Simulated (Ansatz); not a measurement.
One crystal and one scan (frozen-phonon scan) at two levels, r2SCAN (plane waves to 500 eV, PAW, scalar-relativistic; Ansatz, an electronic-structure program) and PBE (plane waves to 420 eV, PAW, scalar-relativistic; Ansatz), each from its own relaxed cell and on its own mesh. The cell shown is that of r2SCAN.

Relaxed MgO (rock salt):

```xyz
4
Lattice="0.0000 4.2044 4.2044 2.1022 0.0000 2.1022 2.1022 2.1022 0.0000" Properties=species:S:1:pos:R:3 pbc="T T T"
O      0.0000     0.0000     0.0000
O      2.1022     4.2044     2.1022
Mg     2.1022     2.1022     2.1022
Mg     2.1022     4.2044     4.2044
```

The atoms are displaced by Q × the pattern below (from a DFPT mode at L = (0.5, 0.0, 0.0), largest move 1; Q in Å), at fixed cell. It is one choice among 2 degenerate patterns. (q is in reciprocal vectors of the primitive cell; the cell shown is doubled to hold the pattern.)

| atom | x | y | z |
|---|---|---|---|
| Mg3 | -0.285 | 0.520 | -0.805 |
| Mg4 | 0.285 | -0.520 | 0.805 |

Atoms not listed stay in place.

MgO was relaxed with its symmetry unable to fall. Percentages come from the unrounded values. Both scans cover Q from -0.180 to 0.180 Å.

Results of r2SCAN:

| Quantity | Result |
|---|---|
| Lattice constant a (Å) | 4.204 |
| Band gap of the relaxed cell, no spin-orbit coupling (eV) | 5.68 |
| Energy at Q = 0.180 Å (meV/cell) | 228.0 |
| Harmonic wavenumber from the curvature (finite differences) (cm⁻¹ (negative: imaginary)) | 279 |
| Space group of the distorted cell | P-1 (No. 2), lowered from Fm-3m |
| Symmetry of the curve | even: the same for both signs |
| Shape of the curve | a single well with its minimum at or next to zero displacement |

Task: What does PBE give for the same quantities?

Result: 
```csv
quantity,PBE,r2SCAN − PBE
Lattice constant a (Å),4.254,-0.050 (-1.2 %)
"Band gap of the relaxed cell, no spin-orbit coupling (eV)",4.46,+1.22 (+27 %)
Energy at Q = 0.180 Å (meV/cell),195.0,+33.0 (+17 %)
Harmonic wavenumber from the curvature (finite differences) (cm⁻¹ (negative: imaginary)),258,+21 (+8 %)
```

r2SCAN gives the higher value for: band gap of the relaxed cell, no spin-orbit coupling; energy at Q = 0.180 Å; harmonic wavenumber from the curvature. r2SCAN gives the lower value for: lattice constant a. Both give the same space group of the distorted cell: P-1 (No. 2), lowered from Fm-3m. Neither level is exact: the differences show how much the result hangs on the functional.

(A displaced cell: forces are minus the slopes of the energy, force constants its curvatures, and phonons follow from these.)
